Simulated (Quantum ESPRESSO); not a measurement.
# Planted mistakes on one cell of SiGa3N3C

The results below are calculated, not measured. They come from pw.x of Quantum ESPRESSO 7.5, a plane-wave density functional program, with PseudoDojo standard norm-conserving files (v0.5 for PBE, v0.4.1 for LDA and PBEsol). The cells are made up: elements, strain and atom displacements were drawn at random, and nothing was relaxed. There is no spin polarisation, spin-orbit coupling or dispersion term.

The cell has 8 sites of a wurtzite lattice (rectangular cell). Sites 1 to 4 hold Si Ga Ga Ga; sites 5 to 8 hold N N C N. Cell vectors in Å: (3.306, 0.027, 0.031); (0.047, 5.653, -0.029); (0.051, -0.027, 5.298). Settings: PBE, cutoff 1143 eV, 5 x 4 x 4 k mesh shifted by half a step, Fermi-Dirac smearing of 0.025 eV.

The intended run has a self-consistency threshold of 1e-07 eV, a smearing term of 0.000 eV, a pressure of -9.67 GPa and 13 iterations. Each further run changes one thing: all lengths scaled by 0.9806; atoms of sites 3 and 5 exchanged; k mesh 2 x 2 x 2; one electron added; smearing 0.69 eV; threshold 0.3 eV. A coarse mesh keeps the shift, and a charged cell sits in a uniform background.

```
run  change of free energy (eV)  smearing term -TS (eV)  change of P (GPa)  largest change of a force component (eV/Å)  iterations
  A                       0.034                   0.000               1.72                                       0.228           4
  B                      -0.856                   0.000              -0.73                                       0.109          13
  C                      -0.280                  -1.226               1.78                                       0.159          12
  D                      12.250                  -0.005              29.67                                       0.677          13
  E                      -0.192                   0.000               8.87                                       0.654          13
  F                       7.462                  -0.003              17.10                                       7.459          14
```

A rerun of the intended cell at 1437 eV and k mesh 7 x 6 x 6 moved values by no more than 0.010 eV in the cell's energy, 0.08 GPa in stress and 0.006 eV/Å in force.

Question: which change belongs to which run?

## Worked reading

Run A has the fewest iterations, as a run stopped early does. Run C has the largest smearing term, as wide smearing gives. Run E changes the volume by a factor of 0.9429; minus its pressure change over the logarithm of that factor, 151 GPa, is a rough bulk modulus with clamped atoms. Energies from files of another functional, or of a charged cell, have another zero and say nothing on stability; the pressure of a charged cell rests on the program's zero of potential too.

## Key

| run | change |
| --- | --- |
| A | threshold 0.3 eV |
| B | k mesh 2 x 2 x 2 |
| C | smearing 0.69 eV |
| D | one electron added |
| E | all lengths scaled by 0.9806 |
| F | atoms of sites 3 and 5 exchanged |